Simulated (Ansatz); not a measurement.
Relaxed structure of H2O on the (111) surface of Ir, one molecule per 25.5 Å² (the molecule's atoms stand last):

```
CELL_PARAMETERS angstrom
5.43132 0.00000 0.00000
-2.71566 4.70366 0.00000
0.00000 0.00000 23.04085
ATOMIC_POSITIONS crystal
Ir 0.33333 0.16667 0.34721
Ir 0.33333 0.66667 0.34721
Ir 0.83333 0.16667 0.34721
Ir 0.83333 0.66667 0.34721
Ir 0.66678 0.33347 0.44211
Ir 0.66734 0.83382 0.44150
Ir 0.16597 0.33261 0.44155
Ir 0.16584 0.83449 0.44156
Ir 0.99918 0.49963 0.53562
Ir 0.00171 0.99916 0.53769
Ir 0.50041 0.49970 0.53571
Ir 0.50021 0.00078 0.53552
O 0.97606 0.01016 0.63982
H 0.76860 0.88724 0.64075
H 0.00431 0.20339 0.64047
```

All numbers below come from DFT PBE+D3(BJ), scalar-relativistic, plane waves, PAW (Ansatz 0.2.0). Plane waves to 420 eV, a k mesh through Γ of 4×4×1 on the computed 15-atom cell and Gaussian smearing (0.10 eV); no spin polarisation. A dipole correction removes the field between periodic images along c.

The slab and the molecular layer are also computed alone at these places.

Q: How does the adsorption energy per molecule split into interaction and deformation?

A: E_ads = -0.507 eV: interaction of the rigid parts -0.495 eV, deformation of the slab +0.018 eV, deformation of the molecule with its lateral interactions -0.030 eV.

Q: How much charge moves across the plane at z = 13.57 Å, midway between slab and molecule?

A: About 0.04 electrons a cell move down to the slab; half the integral of |Δρ| is 0.46 e.